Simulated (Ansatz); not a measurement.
The elements of this relaxed trial crystal are hidden behind letters.

```
lattice vectors (Å)
   5.5219    0.0000    0.0000
   0.0000    5.5219    0.0000
   0.0000    0.0000    5.5219
fractional positions
X 0.3023 0.3023 0.3023
X 0.6977 0.6977 0.3023
X 0.3023 0.6977 0.6977
X 0.6977 0.3023 0.6977
Z 0.0000 0.0000 0.0000
```

All numbers below come from DFT PBE, scalar-relativistic, plane waves, PAW (Ansatz 0.2.0). Settings of the last relaxation (5-atom cell): 420 eV, 8×8×8 k points, Gaussian smearing of 0.10 eV, no spin polarisation.

```
Space group                              : P-43m (No. 215)
Conventional cell                        : a = 5.522 Å
Volume per atom                          : 33.67 Å³
Density                                  : 5.73 g/cm³
Formation energy                         : +0.19 eV/atom
Gap on the 8×8×8 mesh of the 5-atom cell : 0 eV (a metal)
```

Energies are uncorrected and count from the elements' standard states at the same level.

Q: X is a p-block element of period 5 and Z is a p-block element of period 5. Which elements are they?

A: X = In, Z = Sb, so the formula is In4Sb. Density times volume gives a mean mass of 5.73 × 33.67/1.6605 = 116.2 u per atom, and this set has 116.2 u. Among the elements that the hints allow, noble gases aside, only these give it. In is surrounded by 1 Sb at 2.89 Å and 3 In at 3.09 Å; around Sb lie 4 In at 2.89 Å.

These runs have no spin–orbit coupling, which can matter for Sb. A structure relaxed within its symmetry needn't be a true minimum. Another cell of In4Sb relaxed alike, in Cmmm, lies 98 meV/atom lower, so this cell isn't the stable form at this level.
